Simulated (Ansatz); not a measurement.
Polymorphs of BaTiO3, each relaxed with the program Ansatz at the PBE level (PAW):

A: cubic perovskite (Pm-3m)
a = b = c = 4.0195 Å, α = β = γ = 90.00°

```
atom  site  symmetry       x       y       z
----  ----  --------  ------  ------  ------
Ba      1b      m-3m  0.5000  0.5000  0.5000
Ti      1a      m-3m  0.0000  0.0000  0.0000
O       3d    4/mm.m  0.0000  0.0000  0.5000
```

B: P4mm
a = b = 3.9847 Å, c = 4.2056 Å, α = β = γ = 90.00°

```csv
atom,site,symmetry,x,y,z
Ba,1b,4mm,0.5000,0.5000,0.5916
Ti,1a,4mm,0.0000,0.0000,0.1088
O,2c,2mm.,0.0000,0.5000,0.0601
O,1a,4mm,0.0000,0.0000,0.5394
```

Task: Put the candidates in order of energy per atom at 0 K, lowest first, for PBE.

Result: B (+0 meV/atom), A (+11 meV/atom)

Task: Give each one's gap.

Result: A 1.79 eV; B 1.85 eV.

Not the usual ambient phase: A. All cells were relaxed under the symmetry of their starts (and spin orders); stability against distortions was not tested throughout. Rows with no word on spin ran without spin polarisation. Scalar-relativistic: spin–orbit coupling is off unless named, which matters more the heavier the elements.

Energies hold the estimated change up to a 700 eV cutoff; steps of a few meV lie near the error of the meshes.

Potentials: the earlier of the program's two PAW sets.
